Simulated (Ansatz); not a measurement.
# Co: from a starting cell to a relaxed one

The start is a generated cell, Co built in the AFLOW prototype A_cI16_206_c (as in Si). The cell and all atomic positions are relaxed at zero pressure with PBE (plane waves to 420 eV, PAW, scalar-relativistic; Ansatz, an electronic-structure program). The first steps use a coarse 8×8×8 k-mesh.

Starting cell:
```
Co
1.0
   -2.81104     2.81104     2.81104
    2.81104    -2.81104     2.81104
    2.81104     2.81104    -2.81104
Co
8
Direct
  0.29980   0.29980   0.29980
  0.50000   0.00000   0.20020
  0.00000   0.20020   0.50000
  0.20020   0.50000   0.00000
  0.70020   0.70020   0.70020
  0.50000   0.00000   0.79980
  0.00000   0.79980   0.50000
  0.79980   0.50000   0.00000
```
Spin-polarised start, with parallel moments on Co.

### Question
Which atoms feel the largest initial force, and how large is it?

### Answer
3.58 eV/Å, on Co1, Co2, Co3, Co4, Co5, Co6, Co7, Co8 (atoms numbered as listed).

### Question
How much energy is released per atom?

### Answer
0.48 eV/atom.

### Question
How does the volume per atom move from start to end?

### Answer
+28.2 %, from 11.11 to 14.24 Å³/atom.

### Question
How do the shortest distances between atoms change?

### Answer
The closest pairs of elements (up to four, under 3.6 Å), start → end: Co–Co 1.95 → 2.18 Å.

### Question
What magnetic moments remain?

### Answer
Net 1.73 μB/atom, ferromagnetic.

### Question
What does it relax into? Give the structure.

### Answer

```cif
data_Co16
_chemical_formula_sum 'Co16'
_space_group_name_H-M_alt 'Ia-3'
_space_group_IT_number 206
_space_group_name_Hall '-I 2b 2c 3'
_cell_length_a 6.10721
_cell_length_b 6.10721
_cell_length_c 6.10721
_cell_angle_alpha 90.000
_cell_angle_beta 90.000
_cell_angle_gamma 90.000
loop_
_atom_site_label
_atom_site_type_symbol
_atom_site_symmetry_multiplicity
_atom_site_Wyckoff_symbol
_atom_site_fract_x
_atom_site_fract_y
_atom_site_fract_z
_atom_site_occupancy
Co1 Co 16 c 0.14325 0.14325 0.14325 1
```
(The calculation used a cell of 8 atoms; values per cell refer to that cell.)

The space group stays Ia-3 (No. 206) (the run could not lower it); the end is AFLOW prototype A_cI16_206_c (as in Si), with 8 atoms in the primitive magnetic cell. Final values are on a 11×11×11 k-mesh of the relaxed cell. Spin state reached: ferromagnetic (net 1.73 μB/atom), from parallel starting moments; other spin orders were not run from this start.

The run could not lose the symmetry of its start, so the end can be a saddle point.

The relaxed structure here is a generated cell of Co: the first start was made by placing the elements on the sites of a structure type, and the end was not matched to a known phase here, so it may be hypothetical. Known forms of Co include space group No. 194.
